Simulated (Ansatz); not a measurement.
AlB3P4 (ordering on zincblende) by several functionals

All numbers come from the plane-wave code Ansatz. Note: simulated data, non-magnetic, for a generated structure that need not be the stable one.

The cell is an ordered 8-atom cell of AlB3P4 on the zincblende lattice (R3m); cell and atoms were relaxed with r2SCAN. The symmetry is R3m (No. 160, trigonal); a = 3.353 Å, c = 33.770 Å in the conventional setting, 13.70 Å³ an atom. B has 4 P at 1.97–2.03 Å; B has 4 P at 1.97–2.04 Å; Al has 4 P at 2.22–2.38 Å; P has 4 B at 1.97–2.03 Å; P has 4 B at 1.97–2.04 Å; P has 3 B at 2.04 Å and 1 Al at 2.38 Å; P has 1 B at 1.97 Å and 3 Al at 2.22 Å.

```cif
data_structure
_symmetry_space_group_name_H-M 'R3m:H'
_symmetry_Int_Tables_number 160
_cell_length_a 3.3526
_cell_length_b 3.3526
_cell_length_c 33.7697
_cell_angle_alpha 90.000
_cell_angle_beta 90.000
_cell_angle_gamma 120.000
_cell_volume 328.72
loop_
_atom_site_label
_atom_site_type_symbol
_atom_site_symmetry_multiplicity
_atom_site_Wyckoff_symbol
_atom_site_fract_x
_atom_site_fract_y
_atom_site_fract_z
_atom_site_occupancy
B1 B 3 a 0.00000 0.00000 0.00608 1
B2 B 3 a 0.66667 0.33333 0.08280 1
B3 B 3 a 0.33333 0.66667 0.15978 1
Al1 Al 3 a 0.00000 0.00000 0.24900 1
P1 P 3 a 0.66667 0.33333 0.02452 1
P2 P 3 a 0.33333 0.66667 0.10152 1
P3 P 3 a 0.00000 0.00000 0.17859 1
P4 P 3 a 0.66667 0.33333 0.28103 1
```

Relaxed lattice by functional, symmetry kept:

| functional | k mesh | a (Å) | c (Å) | volume (Å³/atom) |
| --- | --- | --- | --- | --- |
| PBE | 8×8×8 | 3.350 | 33.975 | 13.76 |
| r2SCAN | 8×8×8 | 3.353 | 33.770 | 13.70 |

On this one geometry the levels give:

| level | k mesh | gap (eV) | kind | edges | least direct gap (eV) | rough cost |
| --- | --- | --- | --- | --- | --- | --- |
| PBE | 8×8×8 | 0.02 | indirect | Γ → F | 1.42 | 50 core-seconds |
| r2SCAN | 8×8×8 | 0.21 | indirect | Γ → (1/8, 1/8, -1/4) | 1.67 | 90 core-seconds |
| HSE06 | 6×6×6 | 0.64 | indirect | Γ → F | 2.20 | 40 core-minutes |

All runs use a smearing of 0.02 eV.
Wave cutoffs: 420 eV, 500 eV (r2SCAN).
Costs come from shared machines and give only the order; PBE's includes the band path. The runs had 4 threads of Intel(R) Xeon(R) Processor @ 2.50GHz (Skylake/Cascade Lake), on a shared host.

The HSE06 gap is indirect, 0.64 eV (Γ to F), below the direct gap of 2.20 eV at k = (1/4, 1/4, -1/2).

Among these functionals the gap stays indirect.

Coordinates of k points refer to the reciprocal vectors of the primitive cell of the runs.
